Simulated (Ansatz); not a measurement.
**WC: zone-centre modes under pressure**

WC, P-6m2, a = 2.885 Å, c = 2.811 Å. Ansatz: LDA, PAW, 420 eV, Γ-centred 18×18×14 mesh on 2 atoms, Fermi-Dirac smearing 0.15 eV; no spin polarisation. Cell and atoms are relaxed at each pressure with the symmetry kept; optical modes at Γ by linear response, in cm⁻¹, matched by rank (the highest 2 distinct ones).

| P (GPa) | V (Å³/atom) | ω1 | ω2 |
| --- | --- | --- | --- |
| 0 | 10.129 | 600.0 | 631.5 |
| 7 | 9.968 | 621.4 | 647.4 |
| 18 | 9.738 | 652.5 | 670.6 |
| 35 | 9.429 | ? | ? |

Get each mode's Grüneisen parameter γ = −d ln ω/d ln V from the other rows and predict the missing frequencies.

ln(V/V0) = 0.0000, -0.0160, -0.0394, -0.0716; a line through ln(ω/ω0) of the 3 known rows gives ω1: γ = 2.126 (intercept 0.0004), predicted 698.9, computed 695.7; ω2: γ = 1.523 (intercept 0.0002), predicted 704.4, computed 703.2. The worst miss is 0.5 %, or 3 % of the shift under pressure, so a constant γ serves at that level. In a metal these frequencies hang on the mesh and smearing.

Spin–orbit coupling is left out, which can shift energies with elements as heavy as these.

Cost: 4 runs of about 2 core-minutes in all, on AMD EPYC 9R45 (Zen 5) (shared hosts).